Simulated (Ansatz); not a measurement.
This In₄SbAs₃ structure is the end of a relaxation. The cell was found from a structure generator's guess, not taken from experiment.

These are results of Ansatz, DFT PBE, scalar-relativistic, plane waves, PAW, not measurements. Cutoff 420 eV, Γ-centred mesh, Gaussian smearing, no spin polarisation.

```
CELL_PARAMETERS angstrom
-3.15061 3.15061 6.29094
3.15061 -3.15061 6.29094
3.15061 3.15061 -6.29094
ATOMIC_POSITIONS crystal
In 0.86820 0.38985 0.00000
In 0.38985 0.86820 0.00000
In 0.13180 0.13180 0.52165
In 0.61015 0.61015 0.47835
Sb 0.00000 0.00000 0.00000
As 0.75000 0.25000 0.50000
As 0.25000 0.75000 0.50000
As 0.50000 0.50000 0.00000
```

The zero of energy is the elements' standard structures at the same level; no fitted shifts are applied.

**Question.** Find its symmetry and describe it.

**Answer.** I-42m (No. 121), with Sb and As ordered on zinc blende sites. Conventional cell: a = 6.301 Å, c = 12.582 Å. Around In lie 3 As at 2.68–2.70 Å and 1 Sb at 2.84 Å; around Sb lie 4 In at 2.84 Å; As on a site of symmetry -4 is surrounded by 4 In at 2.70 Å; As on a site of symmetry -42m is surrounded by 4 In at 2.68 Å.

**Question.** What is its formation energy per atom?

**Answer.** −0.20 eV/atom. It lies below the elements, which doesn't yet make it stable against other compounds or structures.

**Question.** Is it a metal?

**Answer.** There is no gap on the 8×8×8 mesh, but valence and conduction bands meet within 0.015 eV, so at this level it has a zero gap rather than a metal's Fermi surface.

The last run used an 8×8×8 mesh for its 8-atom cell and Gaussian smearing of 0.10 eV. Spin–orbit coupling, which can matter for Sb, is left out. The zero gap may come from the functional, which often closes small gaps. The reference form of As is held partly by dispersion forces, which this level lacks. A structure relaxed within its symmetry needn't be a true minimum.
